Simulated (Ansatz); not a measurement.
The relaxed structure here is a generated cell of CoSn3: the first start was made by placing the elements on the sites of a structure type, and the end was not matched to a known phase here, so it may be hypothetical.

One starting cell of CoSn3 (a generated cell, CoSn3 built in the AFLOW prototype AB3_mC16_12_g_ij (D0_15, as in AlCl3)) was relaxed twice with Ansatz (plane waves, PAW, scalar-relativistic): with PBEsol at 420 eV and with PBE at 420 eV. The PBEsol result:

Space group Cmme (No. 67); a = 5.482 Å, b = 9.067 Å, c = 6.722 Å, α = 90.00°, β = 90.00°, γ = 90.00°

```csv
atom,site,symmetry,x,y,z
Co,4a,222,0.2500,0.0000,0.0000
Sn,4g,mm2,0.0000,0.2500,0.1289
Sn,8m,m..,0.0000,0.0880,0.6885
```
(The calculation used a cell of 8 atoms; values per cell refer to that cell.)

```csv
quantity,PBEsol,PBE
space group,Cmme,Cmme
volume (Å³/atom),20.88,(withheld)
a (Å),5.482,(withheld)
b (Å),9.067,(withheld)
c (Å),6.722,(withheld)
"gap (eV, no spin-orbit coupling)",0.00,(withheld)
```

Task: Fill in the PBE column.

Result: 
- volume (Å³/atom), PBE: 22.07
- a (Å), PBE: 5.571
- b (Å), PBE: 9.234
- c (Å), PBE: 6.863
- gap (eV, no spin-orbit coupling), PBE: 0.00

Both levels end in the same structure; PBE's volume is 5.7 % larger. Neither column is exact.

No spin polarisation in the result. A magnetic state may lie lower.

The run could not lose the symmetry of its start, so the end can be a saddle point.

Ansatz is a program for electronic structure.
